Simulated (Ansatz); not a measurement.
**RbLuSe2: frozen-core PAW against all-electron methods**

```
Rb Lu Se
1.0
     2.06470    1.19206    7.87133
    -2.06470    1.19206    7.87133
     0.00000   -2.38411    7.87133
Rb Lu Se
1 1 2
Cartesian
  0.0000 0.0000 0.0000
  0.0000 0.0000 11.8070
  0.0000 0.0000 5.4735
  0.0000 0.0000 18.1405
```

Atoms are numbered in the order listed.

The structure is an experimental refinement, used without relaxation.

Spin–orbit coupling is left out, though it moves levels of the heavy atoms by tenths of an eV or more.

Levels of theory: DFT, PBEsol, PAW with Ansatz's default frozen-core files, scalar-relativistic (Ansatz 0.2.0); DFT, PBEsol, all-electron PAW with datasets made for the crystal, scalar-relativistic (Ansatz 0.2.0); DFT, PBEsol, all-electron LAPW, scalar-relativistic (Ansatz 0.2.0).

For PAW: a Γ-centred 7×7×7 k mesh, Fermi–Dirac smearing of 0.03 eV, cutoff 420 eV, no spin polarisation; the PAW files were made with PBE, and the program remakes their frozen cores for this functional. The crystal-made all-electron datasets (AE datasets) take a cutoff of 340 eV at this cell. LAPW targets a basis error of 1 meV/atom. The Ansatz runs share mesh, smearing and spin set-up. Plane-wave (PAW) pressures include the program's estimate of the Pulay term.

Stress and pressure are positive in compression.

Levels count from the top of the valence band.

```csv
quantity,PAW,AE datasets,LAPW
pressure (GPa),-1.11,-1.11,-1.10
stress xx (GPa),-1.18,-1.18,-1.17
stress zz (GPa),-0.97,-0.96,-0.96
"force on Se3, z (eV/Å)",-0.165,-0.164,-0.164
band gap (eV),1.817,1.817,1.817
highest filled level at Γ (eV),0.000,0.000,0.000
lowest empty level at Γ (eV),2.532,2.532,2.532
highest filled level at S2 (eV),-1.384,-1.384,-1.384
lowest empty level at S2 (eV),3.267,3.268,3.268
highest filled level at L (eV),-1.037,-1.037,-1.037
lowest empty level at L (eV),2.233,2.233,2.233
```

PAW's pressure differs from the LAPW value by about 0.01 GPa or less.
